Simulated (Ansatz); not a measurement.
Values for one crystal, relaxed and computed with the program Ansatz at the r²SCAN level (PAW); other levels are named.

| Property | Result |
|---|---|
| Volume per atom | 25.58 Å³ |
| Electronic character | metallic (no gap) |
| Density of states at the Fermi level | 0.41 states/eV per atom (mean over ±0.08 eV) |
| Formation energy from the elements (no fitted shifts) | -0.54 eV/atom |

Task: Pick the material that matches.
A. Hf5Sc, P-62m (Hf on 3f, Hf on 2d, Sc on 1b)
B. Li3Ga2, R-3m (Li on 6c, Li on 3a, Ga on 6c)
C. EuNi5, P6/mmm (Eu on 1a, Ni on 3g, Ni on 2c)
D. CaGa, Cmcm (Ca on 4c, Ga on 4c)

Result: D, CaGa, Cmcm (Ca on 4c, Ga on 4c)

The first step of the workflow began from a Materials Project structure, measured or hypothetical; the Crystallography Open Database copy checked does not list it. Its standing as an ambient phase is unchecked. Symmetry was held in the r²SCAN relaxation; its stability against distortions is not shown here. The references are the lowest solids computed at this level, not always the standard phases. Scalar-relativistic: spin–orbit coupling is off unless named, which matters more the heavier the elements.

Potentials: the later of the program's two PAW sets.
